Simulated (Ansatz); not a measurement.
NaNiO₂:
```
NaNiO2
1.0
    2.66701     1.41167     0.00000
   -2.66701     1.41167     0.00000
   -1.97750     0.00000     5.18966
Na Ni O
1 1 2
Direct
  0.50000   0.50000   0.50000
  0.00000   0.00000   0.00000
  0.28648   0.71352   0.80362
  0.71352   0.28648   0.19638
```
The run is spin-polarised; directions of the spins, atom by atom: 0 ↑ 0 0.

Relaxed with r²SCAN.

Give the Bader charges and basin volumes of the independent atoms, r²SCAN in the plane-wave PAW code Ansatz.



```
atom  Bader charge (e)  Bader volume (Å³)
----  ----------------  -----------------
Na1              +0.86                7.3
Ni2              +1.41                7.8
O3               -1.13               12.0
```

Space group C2/m. The first step of the workflow began from a Materials Project structure, measured or hypothetical; the Crystallography Open Database files this formula in space group No. 12, but the cells were not matched. Whether it is the stable phase at ambient conditions was not checked. Symmetry was held in the r²SCAN relaxation; its stability against distortions is not shown here. The final state is ferromagnetic, chosen from 4 collinear starts compared on coarse meshes (ties went to the first, and starts can fall back to one state), not a proven ground state. Other orbital occupations within this spin state were not tried. No Hubbard U is applied.

Potentials: the later of the program's two PAW sets.
